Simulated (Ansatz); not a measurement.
**F started at a second open point in cubic perovskite KMgF3, 41 atoms, charge 0**

The calculation used Ansatz, DFT, PBEsol, PAW, plane waves.

Command:

```sh
ansatz run in.yaml --threads 8 --pin off --max-ram 13300MiB --runs-dir r --events-out ev --progress --plain
```

The input less its lattice and atoms (starting moments on atoms near the defect: 1 μB in all):

```yaml
crystal:
  symmetry: { detect: false }
kpoints:
  mp_grid: { grid: [1, 1, 1], shift: [0.25, 0.25, 0.25] }
hamiltonian:
  xc: pbesol
magnetization:
  spin_polarized: true
scf:
  occupations: { method: fermi_dirac, width: 0.01 }
relax:
  f_tol: 0.03
  max_steps: 80
  escape_saddle: false
  adjacent_minimum: "off"
output:
  forces: true
  eigenvalues: true
  populations: true
  write_density: true
  write_potential: true
  elf: true
  volumetric_format: npy
```

Start:

```
K Mg F
1.0
     7.98254    0.00000    0.00000
     0.00000    7.98254    0.00000
     0.00000    0.00000    7.98254
K Mg F
8 8 25
Direct
  0.00080 0.00188 0.99875
  0.99824 0.99893 0.49537
  0.99975 0.49747 0.99966
  0.99762 0.50197 0.49578
  0.49995 0.00076 0.00096
  0.49812 0.99538 0.50127
  0.50350 0.49961 0.00287
  0.50011 0.49741 0.50192
  0.25180 0.25378 0.25179
  0.25226 0.25277 0.75650
  0.24736 0.75080 0.25058
  0.25334 0.74651 0.75064
  0.75075 0.24958 0.24888
  0.74845 0.24961 0.74954
  0.74683 0.75071 0.24801
  0.74529 0.75121 0.75185
  0.24537 0.24945 0.99852
  0.25046 0.24793 0.49634
  0.24995 0.74892 0.99901
  0.25035 0.74675 0.49699
  0.75115 0.24867 0.99939
  0.74455 0.24740 0.49776
  0.74779 0.75233 0.99736
  0.75081 0.74878 0.49866
  0.00012 0.24895 0.24659
  0.99962 0.24934 0.75244
  0.00281 0.74553 0.25299
  0.99924 0.75073 0.74750
  0.49570 0.24723 0.24401
  0.50292 0.25034 0.75039
  0.49722 0.74660 0.24728
  0.50260 0.74998 0.74828
  0.24798 0.99876 0.25340
  0.25105 0.99849 0.75072
  0.24921 0.49872 0.24809
  0.25042 0.49879 0.75072
  0.74707 0.99769 0.24991
  0.74986 0.00069 0.75221
  0.75208 0.50496 0.25026
  0.74936 0.50275 0.74654
  0.24948 0.49723 0.49932
```

Steps:

```
 step  energy less the first (eV)  largest force component (eV/Å)
start                       0.000                           4.282
    1                      -1.838                           1.208
    2                      -2.354                           0.507
    3                      -2.366                           0.493
    4                      -2.461                           0.178
    5                      -2.463                           0.080
    6                      -2.471                           0.061
    7                      -2.484                           0.135
    8                      -2.511                           0.214
    9                      -2.544                           0.212
   10                      -2.595                           0.449
   11                      -2.625                           0.145
   12                      -2.645                           0.209
   13                      -2.662                           0.243
   14                      -2.698                           0.577
   15                      -2.761                           0.075
   16                      -2.763                           0.085
   17                      -2.765                           0.044
   18                      -2.768                           0.013
   19                      -2.769                           0.027
   20                      -2.769                           0.083
   21                      -2.769                           0.043
   22                      -2.770                           0.015
   23                      -2.771                           0.019
```

A structure on the way, about -2.65 eV from the start:

```
K Mg F
1.0
     7.98254    0.00000    0.00000
     0.00000    7.98254    0.00000
     0.00000    0.00000    7.98254
K Mg F
8 8 25
Direct
  0.00291 0.00557 0.00040
  0.98143 0.99317 0.49929
  0.00199 0.50491 0.99853
  0.97812 0.51792 0.49997
  0.49613 0.00559 0.00038
  0.51785 0.99272 0.49929
  0.49720 0.50480 0.99853
  0.52070 0.51764 0.49997
  0.24957 0.25419 0.24844
  0.24958 0.25682 0.75104
  0.24956 0.75581 0.24757
  0.24957 0.75376 0.75133
  0.74951 0.25517 0.24929
  0.74955 0.25513 0.74982
  0.74951 0.75562 0.24521
  0.74955 0.75570 0.75384
  0.24948 0.25296 0.99958
  0.25001 0.14385 0.50732
  0.24954 0.75721 0.99939
  0.24944 0.75347 0.49950
  0.74962 0.25538 0.99956
  0.74951 0.25546 0.49957
  0.74946 0.75544 0.99954
  0.74957 0.75600 0.49953
  0.00029 0.25496 0.25473
  0.00028 0.25620 0.74442
  0.99769 0.75552 0.25082
  0.99770 0.75455 0.74821
  0.49879 0.25491 0.25473
  0.49885 0.25623 0.74451
  0.50138 0.75561 0.25091
  0.50139 0.75453 0.74812
  0.24943 0.00263 0.23219
  0.24956 0.00046 0.77067
  0.24959 0.50971 0.22247
  0.24963 0.50737 0.77161
  0.74960 0.00518 0.24844
  0.74961 0.00519 0.75039
  0.74949 0.50565 0.24854
  0.74957 0.50564 0.75083
  0.24912 0.37673 0.49055
```

End:

```xyz
41
Lattice="7.9825 0.0000 0.0000 0.0000 7.9825 0.0000 0.0000 0.0000 7.9825" Properties=species:S:1:pos:R:3 pbc="T T T"
K     7.9440    0.0672    0.0163
K     7.7886    7.9726    3.9096
K     0.0043    4.0568    7.9610
K     7.9158    4.1087    3.9747
K     4.0234    0.0667    0.0180
K     4.1769    7.9736    3.9104
K     3.9796    4.0566    7.9605
K     4.0508    4.1088    3.9743
Mg    1.9919    2.0872    1.9151
Mg    1.9923    2.0783    6.0034
Mg    1.9919    6.0821    1.9929
Mg    1.9920    6.0078    5.9936
Mg    5.9832    2.0713    1.9602
Mg    5.9833    2.0596    5.9660
Mg    5.9832    6.0320    1.9502
Mg    5.9833    6.0384    5.9821
F     1.9924    2.1215    7.9580
F     1.9904    0.7956    4.5378
F     1.9915    5.9708    0.0155
F     1.9922    6.0334    3.9907
F     5.9829    2.0584    7.9560
F     5.9836    2.0559    3.9610
F     5.9836    6.0417    7.9600
F     5.9832    6.0272    3.9642
F     7.9713    2.0539    1.9622
F     7.9774    2.0637    5.9667
F     7.9662    6.0659    1.9877
F     7.9690    6.0397    5.9586
F     3.9952    2.0533    1.9630
F     3.9893    2.0644    5.9659
F     4.0002    6.0659    1.9872
F     3.9977    6.0386    5.9586
F     1.9919    0.0888    1.9117
F     1.9940    7.9190    6.4427
F     1.9918    4.1083    1.8592
F     1.9916    4.0532    6.0280
F     5.9833    0.0575    1.9519
F     5.9831    0.0546    5.9629
F     5.9830    4.0555    1.9650
F     5.9836    4.0518    5.9648
F     1.9925    2.6568    3.7900
```

The run converged.

Time: 3.4 min of wall time on 8 threads of a Platinum 8259CL processor, on a host shared with other runs; peak host memory 1.5 GiB.

How much energy did the relaxation gain, and which atom moved most?

2.77 eV in 23 steps, from a start with small random displacements (neighbours that lie too close to an added atom are first pushed off) (the gain also holds any tilting of the ideal host); atom 41 (F) moved 1.33 Å, the median atom 0.08 Å (drift of the whole cell removed).

The moment started at 1 μB and ended at 1.0 μB; no other spin state is shown. The one k point has no symmetry partners, which can distort the end along one axis.
